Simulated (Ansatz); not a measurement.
Given:

TiS:
Space group P6₃/mmc (No. 194); a = 3.271 Å, b = 3.271 Å, c = 6.173 Å, α = 90.00°, β = 90.00°, γ = 120.00°

```json
[
 {"atom": "Ti", "site": "2c", "symmetry": "-6m2", "x": "0.3333", "y": "0.6667", "z": "0.2500"},
 {"atom": "S", "site": "2a", "symmetry": "-3m.", "x": "0.0000", "y": "0.0000", "z": "0.0000"}
]
```

This is the LDA-relaxed structure.

### Question
All from DFT-LDA in the program Ansatz with PAW potentials, unless another level is named. Give the Hill bulk and shear moduli.

### Answer
153 and 76.1 GPa.

### Question
What about the highest zone-centre frequency?

### Answer
369 cm⁻¹.

Space group P6_3/mmc (NiAs type). The workflow started from an entry of the Crystallography Open Database (COD), which files this formula under 2 space groups. Its standing as an ambient phase is unchecked. The LDA relaxation kept the symmetry of its start; of distortions, only those at the zone centre were tested. No spin polarisation was allowed. As this level gives no gap, shear constants depend on the k-mesh and smearing (Fermi–Dirac, 0.1 eV here). As this level gives no gap, phonon frequencies hold no LO–TO term and depend on the k-mesh and smearing (Fermi–Dirac, 0.1 eV here). On the denser mesh and wider smearing of the elastic run this cell carries a stress of 0.5 GPa.

Potentials: the later of the program's two PAW sets.
